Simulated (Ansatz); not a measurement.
The relaxed structure here is a generated cell of ZrSe2: the first start was made by placing the elements on the sites of a structure type, and the end was not matched to a known phase here, so it may be hypothetical. Known forms of ZrSe2 include space group No. 164.

One stationary structure of ZrSe$_{2}$. Calculation: PBEsol (plane waves to 420 eV, PAW, scalar-relativistic; Ansatz, a quantum-chemistry and plane-wave program).

```cif
data_Se4Zr2
_chemical_formula_sum 'Zr2 Se4'
_space_group_name_H-M_alt 'P 1'
_space_group_IT_number 1
_cell_length_a 4.59172
_cell_length_b 4.59172
_cell_length_c 6.61365
_cell_angle_alpha 90.000
_cell_angle_beta 90.000
_cell_angle_gamma 90.000
loop_
_space_group_symop_operation_xyz
  'x, y, z'
loop_
_atom_site_label
_atom_site_type_symbol
_atom_site_fract_x
_atom_site_fract_y
_atom_site_fract_z
_atom_site_occupancy
Zr1 Zr 0.00000 0.00000 0.00000 1
Zr2 Zr 0.50000 0.50000 0.50000 1
Se1 Se 0.00000 0.50000 0.29325 1
Se2 Se 0.50000 0.00000 0.70675 1
Se3 Se 0.00000 0.50000 0.79325 1
Se4 Se 0.50000 0.00000 0.20675 1
```

### Question
Determine the symmetry and give the standard cell with its independent sites.

### Answer
Space group P4₂/nmc, origin choice 1 (No. 137); a = 4.5917 Å, b = 4.5917 Å, c = 6.6136 Å, α = 90.00°, β = 90.00°, γ = 90.00°

| atom | site | symmetry | x | y | z |
|---|---|---|---|---|---|
| Zr | 2a | -4m2 | 0.0000 | 0.0000 | 0.0000 |
| Se | 4d | 2mm. | 0.5000 | 0.0000 | 0.2068 |

### Question
Give the shortest distances between elements (the closest pairs, up to four, under 3.6 Å).

### Answer
Se–Zr 2.67 Å; Se–Se 3.30 Å.

* **Volume per atom**: 23.24 Å³
* **Density**: 5.93 g/cm³
* **Band gap**: 0.38 eV, indirect (valence top at Z, conduction bottom at Γ) (no spin-orbit coupling)
* **Smallest direct gap**: 0.46 eV at Γ

No spin polarisation in the result.

The run could not lose the symmetry of its start: the end is stationary, and may be a saddle point rather than a minimum.

It was reached from a disturbed copy of a Fm-3m (No. 225) cell (fluorite type), against which it lies -0.06 eV/atom.
